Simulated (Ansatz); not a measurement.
BN:
```yaml
crystal:
  lattice:
    - [2.49821, 0.00000, 0.00000]
    - [-1.24910, 2.16351, 0.00000]
    - [0.00000, 0.00000, 13.74279]
  atoms:
    - { symbol: B, position: [0.33333, 0.66667, 0.12020] }
    - { symbol: B, position: [0.66667, 0.33333, 0.62020] }
    - { symbol: B, position: [0.66667, 0.33333, 0.87980] }
    - { symbol: B, position: [0.33333, 0.66667, 0.37980] }
    - { symbol: N, position: [0.33333, 0.66667, 0.62026] }
    - { symbol: N, position: [0.66667, 0.33333, 0.12026] }
    - { symbol: N, position: [0.66667, 0.33333, 0.37974] }
    - { symbol: N, position: [0.33333, 0.66667, 0.87974] }
```

Relaxed with r²SCAN+D4.

Decompose the optical modes at the zone centre into irreducible representations, and say which are infrared and Raman allowed.

Point group 6/mmm: Γ_opt = 2A1g + A2u + 2B1g + 2B2u + 2E1g + E1u + 2E2g + 2E2u. Infrared: A2u, E1u. Raman: A1g, E1g, E2g.

Assign frequencies (DFPT, the program Ansatz at the r²SCAN+D4 level (PAW); without the LO–TO term).

E2u 34i, E1g 6, E2g 34, B2u 78, B1g 87, A1g 117, A2u 777, A1g 825, B1g 826, B2u 829, E2u 1374, E1g 1374, E1u 1375, E2g 1375 cm⁻¹.

Subscripts of B labels follow the axes of the standard setting.

Space group P6_3/mmc. A made-up cell: these elements were put on the sites of a structure type. Its sites differ from those of the usual phase in this space group: another stacking or structure type. The cell was relaxed with r²SCAN+D4 under the symmetry of its start; phonons on a q-mesh show weakly imaginary modes. The volume moved by 56 % from the start of the relaxation.

Potentials: the later of the program's two PAW sets.
